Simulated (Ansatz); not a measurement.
CuO:
```yaml
crystal:
  lattice:
    - [2.04811, 2.04562, 0.00000]
    - [-2.04811, 2.04562, 0.00000]
    - [-0.00275, 0.00000, 5.09279]
  atoms:
    - { symbol: Cu, position: [0.50000, 0.00000, 0.50000] }
    - { symbol: Cu, position: [0.00000, 0.50000, 0.00000] }
    - { symbol: O, position: [0.99985, 0.99985, 0.25000] }
    - { symbol: O, position: [0.00015, 0.00015, 0.75000] }
```

This is the PBEsol-relaxed structure.

Problem. All from DFT-PBEsol in the program Ansatz with PAW potentials, unless another level is named. Estimate the bulk modulus (Birch–Murnaghan fit).

Solution. 152 GPa.

Problem. And the highest zone-centre frequency?

Solution. 536 cm^-1.

Space group P4_2/mmc. The start of the workflow was typed in or built on a structure type; neither database checked (COD, Materials Project) lists it. It is not the phase usual at ambient conditions (space group No. 15). The cell was relaxed with PBEsol under the symmetry of its start; its stability against distortions is not shown here. The workflow began spin-polarised and lost its moments. No Hubbard U is applied. As this level gives no gap, phonon frequencies hold no LO–TO term and depend on the k-mesh and smearing (Fermi–Dirac, 0.1 eV here).

Potentials: the earlier of the program's two PAW sets. The files were generated under PBE; for other functionals the program regenerates the frozen cores, and for LDA and PBEsol the local potential too.
